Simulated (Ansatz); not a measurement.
CaGaGeH:
```xyz
4
Lattice="4.1020 0.0000 0.0000 -2.0510 3.5524 0.0000 0.0000 0.0000 4.6529" Properties=species:S:1:pos:R:3 pbc="T T T"
Ca     0.0000     2.3683     4.6387
Ga     0.0000     0.0000     2.6178
Ge     2.0510     1.1841     1.9707
H      0.0000     0.0000     4.3537
```

DFT-PBEsol in the program Ansatz with PAW potentials gives a gap of 0.28 eV without spin–orbit coupling, maximum at A, minimum off the standard path, at k = (0.000, 0.435, -0.159).

### Question
What happens when spin–orbit coupling is switched on?

### Answer
The gap shrinks by 0.02 eV, to 0.26 eV; maximum at A, minimum off the standard path, at k = (0.000, 0.435, -0.161).

Space group P3m1. The workflow started from a Materials Project entry (that database holds measured and hypothetical structures alike); the Crystallography Open Database files this formula in space group No. 156, but the cells were not matched. Its standing as an ambient phase is unchecked. The PBEsol relaxation kept the symmetry of its start; whether a distortion lowers the energy is not shown.

Potentials: the later of the program's two PAW sets.
